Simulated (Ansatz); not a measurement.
## Is this Ta2Al5 structure a true minimum?

The cell was found from a structure generator's guess, not taken from experiment.

Computed with DFT PBE, scalar-relativistic, plane waves, PAW (Ansatz). Plane waves to 420 eV, a k mesh through Γ of 6×6×10 on the computed 7-atom cell and Gaussian smearing (0.10 eV); no spin polarisation.

The cell below (7 atoms, space group Cmmm (No. 65)) is relaxed within its symmetry.

```
Ta Al
1.0
     3.59432   -5.90140    0.00000
     3.59432    5.90140    0.00000
     0.00000    0.00000    2.86016
Ta Al
2 5
Direct
  0.71116 0.28884 0.50000
  0.28884 0.71116 0.50000
  0.30342 0.06842 0.00000
  0.69658 0.93158 0.00000
  0.93158 0.69658 0.00000
  0.06842 0.30342 0.00000
  0.50000 0.50000 0.00000
```

For the test it was strained at random (σ = 1.5 % a component), the atoms were moved at random (σ = 0.05 Å), and all was relaxed again on a coarse 8×4×4 mesh (in the run’s order of axes) with 0.20 eV smearing, with no symmetry imposed.

Spin–orbit coupling, which can matter for Ta, is left out.

Q: Does it come back?

A: It doesn't return. The energy falls by 38 meV/atom on that mesh, the volume changes by -1.9 %, and the end has space group P2/m (No. 10) at a loose tolerance. Relaxed again on a 6×10×6 mesh with 0.10 eV smearing, the new structure lies 33 meV/atom below the first (mesh in the axes of the run's cell; the cell below is made exact in the group named). Space group P2/m (No. 10), monoclinic, a = 6.867 Å, b = 2.847 Å, c = 6.929 Å, β = 118.5°. Around Ta lie 3 Ta at 2.85–2.96 Å and 10 Al at 2.86–2.94 Å; Al on a site of symmetry m has 6 Al at 2.60–2.95 Å and 4 Ta at 2.88–2.91 Å; Al on a second site of symmetry m is surrounded by 6 Al at 2.60–2.85 Å and 4 Ta at 2.92–2.94 Å; Al on a site of symmetry 2/m is surrounded by 6 Al at 2.66–2.85 Å and 4 Ta at 2.86 Å.

```
CELL_PARAMETERS angstrom
6.86659 0.00000 0.00000
0.00000 2.84700 0.00000
-3.30897 0.00000 6.08834
ATOMIC_POSITIONS crystal
Ta 0.15169 0.50000 0.23953
Ta 0.84831 0.50000 0.76047
Al 0.73751 0.00000 0.06064
Al 0.26249 0.00000 0.93936
Al 0.43622 0.00000 0.64964
Al 0.56378 0.00000 0.35036
Al 0.00000 0.00000 0.50000
```
